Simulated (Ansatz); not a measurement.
La (dhcp (α-La type), P6_3/mmc) at seven volumes, plane-wave PAW PBEsol (Ansatz code), shape and atoms relaxed at each. One row is withheld.

| V (Å³/atom) | P (GPa) |
|---|---|
| 30.842 | ? |
| 31.859 | 1.81 |
| 32.876 | 0.85 |
| 33.892 | 0.00 |
| 34.909 | -0.75 |
| 35.926 | -1.42 |
| 36.943 | -2.02 |

Fit the shown pressures and predict the withheld one.

P = (3/2)B₀(x^(7/2) − x^(5/2))[1 + (3/4)(B′ − 4)(x − 1)] with x = (V₀/V)^(2/3). Least squares on the six rows gives V₀ = 33.895 Å³/atom, B₀ = 26.7 GPa, B′ = 2.96. At V = 30.842, x = 1.0649 and P = 2.89 GPa. The run itself gave 2.88 GPa.

Symmetry was held in the PBEsol relaxation. Scalar-relativistic: spin–orbit coupling is off unless named, which matters more the heavier the elements.

Potentials: the later of the program's two PAW sets.
